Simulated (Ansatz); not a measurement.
CdTe:
```cif
data_CdTe
_chemical_formula_sum 'Te1 Cd1'
_space_group_name_H-M_alt 'P 1'
_space_group_IT_number 1
_cell_length_a 4.67982
_cell_length_b 4.67982
_cell_length_c 4.67982
_cell_angle_alpha 60.000
_cell_angle_beta 60.000
_cell_angle_gamma 60.000
loop_
_space_group_symop_operation_xyz
  'x, y, z'
loop_
_atom_site_label
_atom_site_type_symbol
_atom_site_fract_x
_atom_site_fract_y
_atom_site_fract_z
_atom_site_occupancy
Te1 Te 0.75000 0.75000 0.75000 1
Cd1 Cd 0.00000 0.00000 0.00000 1
```

Relaxed with PBE.

### Question
Decompose the optical modes at the zone centre into irreducible representations, and say which are infrared and Raman allowed.

### Answer
Point group -43m: Γ_opt = T2. Infrared: T2. Raman: T2.

### Question
Assign frequencies (DFPT, PBE in the plane-wave PAW code Ansatz; without the LO–TO term).

### Answer
T2 130 cm⁻¹.

Space group F-43m (zinc blende). The cell was relaxed with PBE under the symmetry of its start; of distortions, only those at the zone centre were tested. Spin–orbit coupling is left out wherever it is not named.

Potentials: the later of the program's two PAW sets.
